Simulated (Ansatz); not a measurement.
A geometry of P away from equilibrium: step 2 of the relaxation of a relaxed P cell stretched uniformly to 130 % of its volume. These are PBE (plane waves to 420 eV, PAW, scalar-relativistic; Ansatz, a program for electronic structure) values and carry that method's errors. Γ-centred k-mesh 7×7×5 on the run's cell (coarser than for final values), Fermi–Dirac smearing 0.05 eV. The plane waves were selected for a different cell earlier on the path.

```xyz
4
Lattice="1.7183 -6.0698 0.0000 1.7183 6.0698 0.0000 0.0000 0.0000 4.8224" Properties=species:S:1:pos:R:3 pbc="T T T"
P      1.7183     1.0718     2.8439
P      1.7183    -1.0718     1.9785
P      1.7183    -4.9980     4.3897
P      1.7183     4.9980     0.4327
```

Task: What forces act on the atoms (eV/Å)?

Result: 
```csv
atom,Fx,Fy,Fz
P1,0.00,-0.37,0.50
P2,0.00,0.37,-0.50
P3,0.00,-0.37,-0.50
P4,0.00,0.37,0.50
```

The path ends in Cmce (No. 64) (black phosphorus structure). No spin polarisation in the result. No dispersion correction is included, so spacings between layers, chains or molecules are soft and tend to come out too large.

The run could not lose the symmetry of its start.

Without dispersion the volume is uncertain too.
